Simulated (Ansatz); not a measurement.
Y:
```
Y
1.0
   -2.03287     2.03287     2.03287
    2.03287    -2.03287     2.03287
    2.03287     2.03287    -2.03287
Y
1
Direct
  0.00000   0.00000   0.00000
```

Relaxed with r²SCAN. Special points in fractions of this cell's reciprocal vectors: Γ (0.000, 0.000, 0.000); H (0.500, -0.500, 0.500); N (0.000, 0.000, 0.500); P (0.250, 0.250, 0.250).

Question: List the band energies nearest the Fermi level at these points for the program Ansatz at the r²SCAN level (PAW).

Answer: In eV from the Fermi level; about four levels below and three above (degenerate sets whole), none deeper than 8.9 eV; points with the same levels are listed once.

```csv
k,below,above
Γ,-5.03,1.94 1.94 1.94
H,-1.55 -1.55,5.49 5.49 5.49
N,-2.01,0.36 0.54 3.73
P,-0.18 -0.18 -0.18,4.45 4.45 5.60
```

Space group Im-3m (bcc (W type)). The start of the workflow was typed in or built on a structure type; neither database checked (COD, Materials Project) lists it. It is not the phase usual at ambient conditions (space group No. 194). The cell was relaxed with r²SCAN under the symmetry of its start; its stability against distortions is not shown here. No spin polarisation was allowed. Scalar-relativistic: spin–orbit coupling is off unless named, which matters more the heavier the elements.

Potentials: the earlier of the program's two PAW sets.
